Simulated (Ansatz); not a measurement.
MgH2 (rutile, P4_2/mnm) under volume change, plane-wave PAW PBE (Ansatz code), shape and atoms relaxed at each volume.

| V (Å³/atom) | E − E(relaxed) (meV/atom) | P (GPa) |
|---|---|---|
| 9.324 | 14.5 | 5.40 |
| 9.631 | 6.1 | 3.35 |
| 9.938 | 1.5 | 1.56 |
| 10.246 | 0.0 | 0.01 |
| 10.553 | 1.3 | -1.35 |
| 10.860 | 5.1 | -2.54 |
| 11.168 | 10.9 | -3.56 |

### Question
What does a third-order Birch–Murnaghan fit give for V₀, B₀ and B′?

### Answer
V₀ = 10.25 Å³/atom, B₀ = 48.4 GPa, B′ = 3.6.

The cell was relaxed with PBE under the symmetry of its start.

Potentials: the later of the program's two PAW sets.
